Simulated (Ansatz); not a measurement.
## Checking a converged run of Ni

System: Ni, a measured crystal structure (space group Fm-3m, primitive cell doubled); the cell holds 2 atoms. The computed pressure is over 10 GPa in size, so the cell is far from the computed equilibrium volume. Source: COD entry 9013034, which need not be the ambient phase.

The calculation used DFT, PBE, PAW, plane waves, scalar-relativistic (Ansatz).

```yaml
crystal:
  lattice:
    - [3.615, 1.8075, 1.8075]
    - [1.8075, 3.615, 1.8075]
    - [1.8075, 1.8075, 3.615]
  atoms:
    - { symbol: Ni, position: [0.0, 0.0, 0.0], spin: 2.0 }
    - { symbol: Ni, position: [0.5, 0.5, 0.5], spin: -2.0 }
magnetization:
  spin_polarized: true
hamiltonian:
  xc: pbe
  pseudopotentials: { kind: paw }
basis:
  ecutwfc: 420
kpoints:
  mp_grid: { grid: [13, 13, 13] }
scf:
  occupations: { method: fermi_dirac, width: 0.1 }
  lower_state_search: "off"
output:
  forces: true
  stress: true
  write_density: true
  write_potential: true
  elf: true
  volumetric_format: npy
```

Command:
```sh
ansatz run input.yaml --threads 2 --pin off --max-ram 5120MiB --backend cpu --events-out ev --progress --plain --runs-dir out
```

It took 11 s on 2 threads of Arm Neoverse V2, on a shared host, peak memory 0.43 GiB.

The end of the output:

```
SCF converged after 16 iterations
Magnetization: 0.0000 μB (18.0000 up, 18.0000 down)
Absolute magnetization: 0.2611 μB (∫|ρ↑−ρ↓|, with the PAW one-centre terms)
Spin contamination: 0.0262 ħ² per cell (⟨S²⟩ above its minimum at these occupations)
Per-site moments (μB) at R_I (Å): [(0.1270, 1.0544), (-0.1270, 1.0544)]
Free energy (F): -11679.334980 eV
Harris-Foulkes:  -11679.334980 eV  (|F-HF|=3.64e-11)
Internal energy: -11679.148618 eV  (E = F + TS)
E sigma→0 (E₀):  -11679.241799 eV
Entropy (-TS):   -0.186362 eV (-93.181 meV/atom)
Fermi energy:    16.213821 eV
--- Forces (eV/Å), atoms counted from 1 ---
  atom   1  Ni     0.00000000     0.00000000     0.00000000
  atom   2  Ni    -0.00000000    -0.00000000     0.00000000
--- Stress (GPa, compression-positive) ---
      -13.651873       0.010186       0.010186
        0.010186     -13.651873       0.010186
        0.010186       0.010186     -13.651873
  P = ⅓ Tr σ = -13.6519 GPa (-136.519 kbar)
```

A small moment in a metal is sensitive to the mesh and the smearing.

Site moments are taken inside atomic spheres and don't add up to the total.

Task: The run converged. Is this the lowest state of the cell, and if not, what lies lower and how is it reached?

Result: No. A state 42.2 meV/atom (0.084 eV per cell) lower exists in this cell: ferromagnetic, site moments Ni1 0.69, Ni2 0.69 μB, total 1.30 μB per cell, no gap on the k-mesh. It was reached from: parallel moments, default search for lower states [Ni1 2.00, Ni2 2.00 μB]; a moment on one site alone, plain SCF [Ni2 2.00 μB]. The wrong state matters: the pressure is -12.9 GPa there against -13.7 GPa here. This multiple of the primitive cell fits some opposed orders; other multiples fit others. Orders that need a larger cell or non-collinear spins weren't tried.
